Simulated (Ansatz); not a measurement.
Be4H in space group P-3m1 (No. 164; Be on 2d, Be on 2d, H on 1b) under volume change, plane-wave PAW LDA (Ansatz code), shape and atoms relaxed at each volume.

```json
[
 {"V (Å³/atom)": "6.293", "E − E(relaxed) (meV/atom)": "24.0", "P (GPa)": "13.22"},
 {"V (Å³/atom)": "6.500", "E − E(relaxed) (meV/atom)": "10.2", "P (GPa)": "8.23"},
 {"V (Å³/atom)": "6.708", "E − E(relaxed) (meV/atom)": "2.4", "P (GPa)": "3.85"},
 {"V (Å³/atom)": "6.915", "E − E(relaxed) (meV/atom)": "0.0", "P (GPa)": "0.00"},
 {"V (Å³/atom)": "7.123", "E − E(relaxed) (meV/atom)": "2.2", "P (GPa)": "-3.39"},
 {"V (Å³/atom)": "7.330", "E − E(relaxed) (meV/atom)": "8.6", "P (GPa)": "-6.37"},
 {"V (Å³/atom)": "7.537", "E − E(relaxed) (meV/atom)": "18.6", "P (GPa)": "-8.99"}
]
```

Task: What does a third-order Birch–Murnaghan fit give for V₀, B₀ and B′?

Result: V₀ = 6.91 Å³/atom, B₀ = 120 GPa, B′ = 3.3.

The start of the workflow was typed in or built on a structure type; neither database checked (COD, Materials Project) lists it. Its standing as an ambient phase is unchecked. The LDA relaxation kept the symmetry of its start. At this level the phase is dynamically unstable (imaginary phonons). Its formation energy is positive at this level, so the cell may be metastable or incomplete. A crystal of weakly bound units computed without a dispersion correction: the cell and the soft elastic constants depend strongly on that.

Potentials: the earlier of the program's two PAW sets. The files were generated under PBE; for other functionals the program regenerates the frozen cores, and for LDA and PBEsol the local potential too.
